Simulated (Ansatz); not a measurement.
# LiY3 and the effect of the dispersion correction

The cell as given:

```cif
data_structure
_symmetry_space_group_name_H-M 'Fm-3m'
_symmetry_Int_Tables_number 225
_cell_length_a 7.7997
_cell_length_b 7.7997
_cell_length_c 7.7997
_cell_angle_alpha 90.000
_cell_angle_beta 90.000
_cell_angle_gamma 90.000
_cell_volume 474.50
loop_
_atom_site_label
_atom_site_type_symbol
_atom_site_symmetry_multiplicity
_atom_site_Wyckoff_symbol
_atom_site_fract_x
_atom_site_fract_y
_atom_site_fract_z
_atom_site_occupancy
Y1 Y 4 b 0.50000 0.00000 0.00000 1
Y2 Y 8 c 0.25000 0.25000 0.75000 1
Li1 Li 4 a 0.00000 0.00000 0.00000 1
```

The cell comes from a database or a generator and needn't be the stable form of this composition.

Kept alike: task relaxation of cell and atoms; functional PBE; k mesh 6 × 6 × 6; occupations fermi-dirac, width 0.05 eV; no spin polarisation. Program: Ansatz, Ansatz PAW, cutoff 420 eV. The mesh is that of the run's cell of 4 atoms. No spin-orbit coupling.

```csv
dispersion correction,volume (Å³/atom)
D3(BJ),28.243
D3(BJ)-ATM,28.402
D4,28.833
none,29.656
```

Stopped at the starting cell, within the stress tolerance: none. The relaxations keep at least the cell's symmetry (Fm-3m). For a metal such a mesh leaves the last digits unconverged. Relaxations stop with a little pressure left, so the last digits of a volume or edge aren't settled.

Task: What does the dispersion correction change here?

Result: The volume runs from 28.243 (D3(BJ)) to 29.656 Å³/atom (none). Against no correction: D3(BJ) -4.8 %; D3(BJ)-ATM -4.2 %; D4 -2.8 %. Dispersion terms mostly attract and so lower the volume; the schemes' coefficients and damping set how far.
